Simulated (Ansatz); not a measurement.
Geometry optimisation in Ansatz: input, command and trajectory.

```yaml
crystal:
  lattice:
    - [-3.5239753077, -3.4005305346, 3.4262426017]
    - [-3.6797700821, 3.4240215431, -3.5585463676]
    - [1.7193267794, -5.0614416744, -5.1426706495]
  atoms:
    - { symbol: Hf, position: [0.6630927037, 0.6694948684, 0.7031306879] }
    - { symbol: Hf, position: [0.1427810714, 0.639848809, 0.6478278013] }
    - { symbol: Hf, position: [0.6953356614, 0.1850461716, 0.6819760851] }
    - { symbol: Hf, position: [0.8103923203, 0.8009419695, 0.3262316677] }
    - { symbol: Hf, position: [0.3401297754, 0.8973753565, 0.3528314815] }
    - { symbol: Hf, position: [0.8148819565, 0.2792646187, 0.3119177546] }
    - { symbol: Hf, position: [0.3519971585, 0.3846831199, 0.3407070203] }
    - { symbol: Hf, position: [0.0041244466, 0.5336204673, 0.013433557] }
    - { symbol: Hf, position: [0.4958984385, 0.9440418827, 0.9889876678] }
    - { symbol: Hf, position: [0.0334624996, 0.0420189373, 0.9935420875] }
    - { symbol: W, position: [0.1851798686, 0.1819178353, 0.6612185846] }
    - { symbol: W, position: [0.4606933273, 0.4522831105, 0.972147773] }
  symmetry: { detect: false }
basis:
  ecutwfc: 420
kpoints:
  mp_grid: { grid: [4, 4, 3] }
hamiltonian:
  xc: pbe
scf:
  occupations: { method: gaussian, width: 0.1 }
  lower_state_search: "off"
output:
  forces: true
  stress: true
  eigenvalues: true
relax:
  adjacent_minimum: "off"
  f_tol: 0.04
  max_steps: 25
  cell: { stress_tol: 0.3 }
```

```bash
ansatz run input.yaml --threads 4 --pin off --max-ram 9216MiB --backend cpu --events-out ev --progress --plain --runs-dir out
```

The calculation used DFT PBE, scalar-relativistic, plane waves, PAW in Ansatz 0.2.0.

Of 11 frames 9 are shown, positions in Å and forces in eV/Å; the SCF threshold varies from step to step. Steps run on the plane waves of an earlier cell, with a Pulay correction in the pressure. The basis is chosen afresh for the last frame, the zero of the energies, and at times for earlier ones too; energy and pressure can step there, also at an unchanged geometry. Where two frames share a geometry here, they differ by under 2 meV/atom and 0.3 GPa. The mark taken_back stands on steps that the optimiser undid.

```xyz
12
Lattice="-3.5240 -3.4005 3.4262 -3.6798 3.4240 -3.5585 1.7193 -5.0614 -5.1427" Properties=species:S:1:pos:R:3:forces:R:3 pbc="T T T" step=1 free_energy_over_end_meV_per_atom=2.48 pressure_GPa=-0.13
Hf   -3.5914   -3.5214   -3.7265    0.0719    0.0978   -0.0119
Hf   -1.7438   -1.5736   -5.1193   -0.0643   -0.0488   -0.0226
Hf   -1.9587   -5.1827   -1.7833    0.0463   -0.0505    0.0256
Hf   -5.2422   -1.6645   -1.7513   -0.0281    0.0212    0.0024
Hf   -3.8941    0.1302   -3.8425   -0.0188    0.0082   -0.0010
Hf   -3.3630   -3.3936    0.1941    0.0574   -0.0072    0.0291
Hf   -2.0702   -1.6043   -1.9150    0.0259    0.0316   -0.0096
Hf   -1.9550    1.7451   -1.9539    0.0403    0.0002    0.1167
Hf   -3.5210   -3.4596   -6.7464   -0.0066   -0.0228    0.0283
Hf    1.4357   -4.9987   -5.1443    0.0029    0.0123   -0.1509
W    -0.1851   -3.3535   -3.4133   -0.1116   -0.1246   -0.0876
W    -1.6163   -4.9384   -5.0305   -0.0154    0.0824    0.0814
12
Lattice="-3.5024 -3.4062 3.4201 -3.6685 3.4285 -3.5649 1.7017 -5.0732 -5.1440" Properties=species:S:1:pos:R:3:forces:R:3 pbc="T T T" step=2 free_energy_over_end_meV_per_atom=2.14 pressure_GPa=0.23
Hf   -3.5668   -3.5008   -3.7239   -0.0320   -0.1836    0.0656
Hf   -1.7658   -1.5840   -5.1370    0.0330    0.0892    0.0458
Hf   -1.9390   -5.2147   -1.7704   -0.0542    0.0764   -0.0193
Hf   -5.2296   -1.6674   -1.7573    0.0782   -0.0044    0.0622
Hf   -3.8871    0.1355   -3.8511    0.0600   -0.0577    0.0101
Hf   -3.3304   -3.4010    0.1839   -0.1177    0.0587   -0.0587
Hf   -2.0543   -1.5900   -1.9260   -0.0359    0.0100   -0.0194
Hf   -1.9375    1.7534   -1.9204   -0.0509   -0.0536   -0.1279
Hf   -3.5132   -3.4727   -6.7559   -0.0032    0.0808   -0.0780
Hf    1.4285   -5.0116   -5.1877    0.1220   -0.0745    0.2152
W    -0.2208   -3.3942   -3.4365    0.0241   -0.0165   -0.0384
W    -1.6368   -4.9509   -5.0283   -0.0234    0.0751   -0.0573
12
Lattice="-3.5083 -3.4072 3.4190 -3.6708 3.4308 -3.5586 1.7083 -5.0820 -5.1458" Properties=species:S:1:pos:R:3:forces:R:3 pbc="T T T" step=3 free_energy_over_end_meV_per_atom=1.26 pressure_GPa=0.01
Hf   -3.5688   -3.5216   -3.7190    0.0083   -0.0175    0.0283
Hf   -1.7608   -1.5845   -5.1287    0.0038   -0.0126   -0.0032
Hf   -1.9451   -5.2156   -1.7710   -0.0074    0.0029   -0.0083
Hf   -5.2266   -1.6657   -1.7510    0.0269    0.0292    0.0285
Hf   -3.8843    0.1297   -3.8451   -0.0011    0.0088    0.0055
Hf   -3.3414   -3.3999    0.1836   -0.0045    0.0069   -0.0113
Hf   -2.0548   -1.5959   -1.9224   -0.0003    0.0059    0.0029
Hf   -1.9414    1.7460   -1.9231   -0.0107   -0.0155    0.0006
Hf   -3.5172   -3.4695   -6.7588   -0.0214    0.0517   -0.0344
Hf    1.4473   -5.0253   -5.1706    0.0331   -0.0062    0.0051
W    -0.2160   -3.4034   -3.4432   -0.0260   -0.0009    0.0055
W    -1.6411   -4.9453   -5.0411   -0.0007   -0.0525   -0.0188
12
Lattice="-3.5115 -3.4091 3.4105 -3.6716 3.4349 -3.5450 1.7143 -5.0956 -5.1392" Properties=species:S:1:pos:R:3:forces:R:3 pbc="T T T" step=4 free_energy_over_end_meV_per_atom=0.93 pressure_GPa=0.04
Hf   -3.5545   -3.5342   -3.7055    0.0664   -0.0148   -0.0037
Hf   -1.7613   -1.5859   -5.1191   -0.0176   -0.0506   -0.0079
Hf   -1.9458   -5.2341   -1.7514   -0.0146   -0.0233   -0.0277
Hf   -5.2091   -1.6507   -1.7316    0.0035    0.0498    0.0333
Hf   -3.8786    0.1353   -3.8395   -0.0059    0.0057    0.0141
Hf   -3.3442   -3.4113    0.1802   -0.0007    0.0201    0.0283
Hf   -2.0510   -1.5983   -1.9165    0.0137    0.0174    0.0013
Hf   -1.9446    1.7410   -1.9038    0.0290   -0.0197    0.0019
Hf   -3.5264   -3.4561   -6.7586   -0.0172   -0.0029   -0.0159
Hf    1.4707   -5.0361   -5.1637    0.0212   -0.0020   -0.0377
W    -0.2390   -3.4327   -3.4491    0.0592    0.0411    0.0399
W    -1.6454   -4.9685   -5.0464   -0.1371   -0.0207   -0.0259
12
Lattice="-3.5155 -3.4124 3.3962 -3.6707 3.4432 -3.5200 1.7259 -5.1234 -5.1305" Properties=species:S:1:pos:R:3:forces:R:3 pbc="T T T" step=5 free_energy_over_end_meV_per_atom=0.46 pressure_GPa=0.12
Hf   -3.5181   -3.5596   -3.6817    0.0035    0.0447    0.0473
Hf   -1.7609   -1.5957   -5.1064   -0.0287   -0.0618   -0.0094
Hf   -1.9435   -5.2747   -1.7172   -0.0097   -0.0447   -0.0475
Hf   -5.1726   -1.6209   -1.6939   -0.0526    0.0493    0.0342
Hf   -3.8640    0.1432   -3.8293    0.0050    0.0263   -0.0055
Hf   -3.3442   -3.4318    0.1740   -0.0224    0.0258    0.0810
Hf   -2.0391   -1.6009   -1.9068    0.0229    0.0565    0.0305
Hf   -1.9453    1.7292   -1.8672    0.0575   -0.0173   -0.0061
Hf   -3.5395   -3.4348   -6.7636   -0.0318   -0.0461    0.0097
Hf    1.5195   -5.0611   -5.1601    0.0040    0.0098   -0.0540
W    -0.2707   -3.4835   -3.4604    0.0881    0.0276    0.0473
W    -1.6839   -5.0016   -5.0528   -0.0356   -0.0701   -0.1275
12
Lattice="-3.5388 -3.4768 3.3962 -3.6217 3.4649 -3.4874 1.7124 -5.1611 -5.0985" Properties=species:S:1:pos:R:3:forces:R:3 pbc="T T T" step=7 free_energy_over_end_meV_per_atom=3.11 pressure_GPa=-0.23 taken_back
Hf   -3.4608   -3.5869   -3.5715    0.0128   -0.0511   -0.0763
Hf   -1.7548   -1.6391   -5.0891    0.0098    0.0410   -0.0463
Hf   -1.9670   -5.3999   -1.6475   -0.0445   -0.0177   -0.0163
Hf   -5.2328   -1.6546   -1.6739    0.1087   -0.0046    0.0334
Hf   -3.8534    0.0853   -3.7922   -0.0656   -0.0406    0.0302
Hf   -3.3555   -3.3927    0.0962    0.0758   -0.0187    0.1335
Hf   -1.9544   -1.5519   -1.8893   -0.1281   -0.0106   -0.0110
Hf   -1.9116    1.7148   -1.8456   -0.0318    0.0358    0.0740
Hf   -3.5262   -3.4881   -6.7067   -0.0319   -0.0243    0.0109
Hf    1.5308   -5.0604   -5.0604    0.0423   -0.0173   -0.1543
W    -0.2768   -3.5651   -3.4431    0.0297    0.0543    0.1602
W    -1.7165   -5.1092   -5.0218    0.0229    0.0542   -0.1379
12
Lattice="-3.5210 -3.4235 3.3900 -3.6613 3.4502 -3.5020 1.7304 -5.1459 -5.1254" Properties=species:S:1:pos:R:3:forces:R:3 pbc="T T T" step=8 free_energy_over_end_meV_per_atom=0.15 pressure_GPa=-0.07
Hf   -3.4952   -3.5715   -3.6487    0.0230   -0.0283   -0.0446
Hf   -1.7610   -1.6183   -5.1013   -0.0039   -0.0054    0.0077
Hf   -1.9477   -5.3199   -1.6984    0.0254    0.0019   -0.0088
Hf   -5.1818   -1.6212   -1.6776    0.0112    0.0043   -0.0004
Hf   -3.8630    0.1316   -3.8175    0.0168    0.0050   -0.0116
Hf   -3.3480   -3.4287    0.1594   -0.0064   -0.0142    0.0549
Hf   -2.0242   -1.5835   -1.8960   -0.0159    0.0209   -0.0069
Hf   -1.9329    1.7259   -1.8534    0.0257    0.0223   -0.0081
Hf   -3.5387   -3.4504   -6.7544    0.0045   -0.0137    0.0172
Hf    1.5417   -5.0773   -5.1489   -0.0229    0.0286   -0.0187
W    -0.2618   -3.5169   -3.4529   -0.0157   -0.0142   -0.0064
W    -1.6893   -5.0328   -5.0627   -0.0420   -0.0071    0.0256
12
Lattice="-3.5292 -3.4266 3.3709 -3.6586 3.4585 -3.4656 1.7475 -5.1873 -5.1196" Properties=species:S:1:pos:R:3:forces:R:3 pbc="T T T" step=9 free_energy_over_end_meV_per_atom=0.16 pressure_GPa=-0.10 taken_back
Hf   -3.4576   -3.6111   -3.6166   -0.0024   -0.0059   -0.0466
Hf   -1.7627   -1.6409   -5.0903   -0.0297   -0.0035    0.0008
Hf   -1.9196   -5.3699   -1.6746   -0.0267    0.0004    0.0150
Hf   -5.1782   -1.6220   -1.6681    0.0199    0.0370   -0.0245
Hf   -3.8563    0.1423   -3.8169    0.0007    0.0144    0.0699
Hf   -3.3669   -3.4538    0.1481   -0.0193   -0.0454    0.0888
Hf   -2.0468   -1.5699   -1.8739    0.0672    0.0443   -0.0568
Hf   -1.9242    1.7340   -1.8264    0.0347    0.0161   -0.0243
Hf   -3.5339   -3.4822   -6.7375    0.0166   -0.0280   -0.0324
Hf    1.5741   -5.1177   -5.1434   -0.0222    0.0021    0.0016
W    -0.2532   -3.5586   -3.4391   -0.0104    0.0150   -0.0250
W    -1.6818   -5.0682   -5.0498   -0.0285   -0.0464    0.0334
12
Lattice="-3.5229 -3.4239 3.3807 -3.6615 3.4551 -3.4861 1.7386 -5.1623 -5.1195" Properties=species:S:1:pos:R:3:forces:R:3 pbc="T T T" step=11 free_energy_over_end_meV_per_atom=0.00 pressure_GPa=0.04
Hf   -3.4798   -3.5901   -3.6427   -0.0069    0.0033    0.0248
Hf   -1.7631   -1.6264   -5.0941   -0.0037    0.0193    0.0051
Hf   -1.9324   -5.3350   -1.6885   -0.0038    0.0068    0.0109
Hf   -5.1743   -1.6201   -1.6741    0.0031    0.0079    0.0099
Hf   -3.8562    0.1437   -3.8136    0.0067    0.0124   -0.0216
Hf   -3.3562   -3.4451    0.1703   -0.0078    0.0026   -0.0344
Hf   -2.0342   -1.5772   -1.8886   -0.0088   -0.0348    0.0090
Hf   -1.9257    1.7357   -1.8445   -0.0073    0.0066   -0.0162
Hf   -3.5338   -3.4656   -6.7431   -0.0122   -0.0019   -0.0054
Hf    1.5488   -5.0908   -5.1467    0.0253   -0.0238    0.0161
W    -0.2615   -3.5311   -3.4455    0.0063    0.0100    0.0230
W    -1.6870   -5.0483   -5.0512    0.0091   -0.0085   -0.0211
```

The run took 3.7 min on 4 threads of Intel(R) Xeon(R) 6975P-C (Granite Rapids), on a shared host, peak memory 1.8 GiB.

The k mesh is coarse. Spin–orbit coupling is left out, which can shift energies with elements as heavy as these.